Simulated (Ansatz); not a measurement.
AlP (NiAs type, P6_3/mmc) at seven volumes, DFT-PBEsol in the program Ansatz with PAW potentials, shape and atoms relaxed at each. One row is withheld.

| V (Å³/atom) | P (GPa) |
|---|---|
| 14.459 | 12.63 |
| 14.936 | 7.75 |
| 15.413 | ? |
| 15.889 | 0.00 |
| 16.366 | -3.06 |
| 16.843 | -5.67 |
| 17.319 | -7.90 |

Question: Fit the shown pressures and predict the withheld one.

Answer: P = (3/2)B₀(x^(7/2) − x^(5/2))[1 + (3/4)(B′ − 4)(x − 1)] with x = (V₀/V)^(2/3). Least squares on the six rows gives V₀ = 15.889 Å³/atom, B₀ = 110 GPa, B′ = 4.20. At V = 15.413, x = 1.0205 and P = 3.57 GPa. The run itself gave 3.57 GPa.

The start of the workflow was typed in or built on a structure type; neither database checked (COD, Materials Project) lists it. It is not the phase usual at ambient conditions (space group No. 216). Symmetry was held in the PBEsol relaxation; of distortions, only those at the zone centre were tested.

Potentials: the later of the program's two PAW sets.
